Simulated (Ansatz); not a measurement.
MgB$_{2}$ in space group P6/mmm (No. 191; Mg on 1a, B on 2d) under volume change, the program Ansatz at the r²SCAN level (PAW), shape and atoms relaxed at each volume.

```tsv
V (Å³/atom)	E − E(relaxed) (meV/atom)	P (GPa)
8.693	41.4	16.56
8.980	17.6	10.29
9.266	4.2	4.80
9.553	0.0	0.00
9.839	3.8	-4.19
10.126	14.6	-7.83
10.413	31.6	-11.01
```

Question: What does a third-order Birch–Murnaghan fit give for V₀, B₀ and B′?

Answer: V₀ = 9.55 Å³/atom, B₀ = 149 GPa, B′ = 3.5.

The cell was relaxed with r²SCAN under the symmetry of its start; of distortions, only those at the zone centre were tested.

Potentials: the later of the program's two PAW sets.
